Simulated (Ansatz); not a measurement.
The start is a generated trial cell of HgTe in the AFLOW prototype AB_hR2_166_a_b (L1_1, as in CuPt). Cell shape, volume and atoms are optimised at zero target pressure with r2SCAN (plane waves to 500 eV, PAW, scalar-relativistic; Ansatz, a program for electronic structure). The first steps use a coarse 7×7×7 k-mesh.

Initial structure:
```yaml
crystal:
  lattice:
    - [1.88115, 1.08608, 6.00206]
    - [-1.88115, 1.08608, 6.00206]
    - [0.00000, -2.17217, 6.00206]
  atoms:
    - { symbol: Hg, position: [0.00000, 0.00000, 0.00000] }
    - { symbol: Te, position: [0.50000, 0.50000, 0.50000] }
```

Problem. How large is the pressure on the unrelaxed cell, and of which sign?

Solution. -6 GPa (negative: the cell is under tension).

Problem. By how much does the energy per atom fall from start to end?

Solution. 0.28 to 0.29 eV/atom (the two k-meshes of the run give this range).

Problem. How do the shortest distances between atoms change?

Solution. The closest pairs of elements (up to four, under 3.6 Å), start → end: Te–Te 3.76 → 3.18 Å; Hg–Hg 3.76 → 3.18 Å.

Problem. Is the relaxed structure metallic? Give its gap.

Solution. Zero (metallic).

Problem. Write out the relaxed structure.

Solution. 
Space group R-3m, hexagonal axes (No. 166); a = 3.182 Å, b = 3.182 Å, c = 20.449 Å, α = 90.00°, β = 90.00°, γ = 120.00°

| atom | site | symmetry | x | y | z |
|---|---|---|---|---|---|
| Hg | 3a | -3m | 0.0000 | 0.0000 | 0.0000 |
| Te | 3b | -3m | 0.0000 | 0.0000 | 0.5000 |
(The calculation used a cell of 2 atoms; values per cell refer to that cell.)

The space group stays R-3m (No. 166) (the run could not lower it), with 2 atoms in the primitive cell. Final values are on a 17×17×17 k-mesh of the relaxed cell. No spin polarisation in the result.

The run could not lose the symmetry of its start, so the end can be a saddle point.

All atoms sit on sites fixed by symmetry, so only the cell could relax.

The relaxed structure here is a generated cell of HgTe: the first start was made by placing the elements on the sites of a structure type, and the end was not matched to a known phase here, so it may be hypothetical. Known forms of HgTe include space group No. 216.
